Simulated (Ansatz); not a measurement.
# Ba3Al3N5 — ²⁷Al NMR of the central transition

Cell: a computed structure from the Materials Project (it need not be an observed phase), atoms as given.

Space group P-1 (No. 2); a = 5.9497, b = 7.6352, c = 8.8767 Å, α = 108.79°, β = 100.95°, γ = 96.57°.

```csv
site,Wyckoff,site symmetry,x,y,z
Ba1,2i,1,0.8108,0.4271,0.6099
Ba3,2i,1,0.6661,0.8570,0.8802
Ba5,2i,1,0.6611,0.6608,0.2159
Al7,2i,1,0.9162,0.3198,0.9772
Al9,2i,1,0.6980,0.9702,0.5798
Al11,2i,1,0.0989,0.8920,0.7076
N13,2i,1,0.9359,0.1114,0.7808
N15,2i,1,0.8213,0.7444,0.5444
N17,2i,1,0.7811,0.5160,0.9219
N19,2i,1,0.3694,0.9520,0.6100
N21,2i,1,0.1869,0.7821,0.8699
```

One atom of each set is listed.

Computed with Ansatz: DFT, r2SCAN, plane waves and PAW, scalar-relativistic, 500 eV cutoff, Γ-centred 5×4×4 k-points, Fermi–Dirac smearing 0.02 eV.

²⁷Al has I = 5/2 and Q = 146.6 mb (Pyykkö 2018); at 14.1 T its Larmor frequency is ν₀ = 156.6 MHz. Only the quadrupole interaction is simulated: positions count from each site's isotropic chemical shift, and J coupling is left out, as are shift anisotropy and dipolar coupling, which fast spinning averages.

Task: What does the ²⁷Al spectrum (fast magic-angle spinning) show for each site?

Result: 

```csv
site,first shell,C_Q (MHz),η,P_Q (MHz),δ_QIS (ppm),breadth (kHz)
Al7,4 N at 1.93–1.98 Å,-5.39,0.35,5.50,-7.40,2.67
Al9,4 N at 1.91–2.02 Å,6.98,0.88,7.83,-15.0,5.26
Al11,4 N at 1.91–2.04 Å,-5.92,0.76,6.47,-10.2,3.65
```

δ_QIS = −(ν_Q²/30ν₀²)[I(I+1) − 3/4](1 + η²/3) × 10⁶ ppm with ν_Q = 3|C_Q|/[2I(2I−1)]; it falls as 1/B₀² in ppm, and the breadth as 1/B₀ in kHz.

With these PAW files V_zz is typically within 2 to 3 % of all-electron values, but misses above 10 % occur on Al.
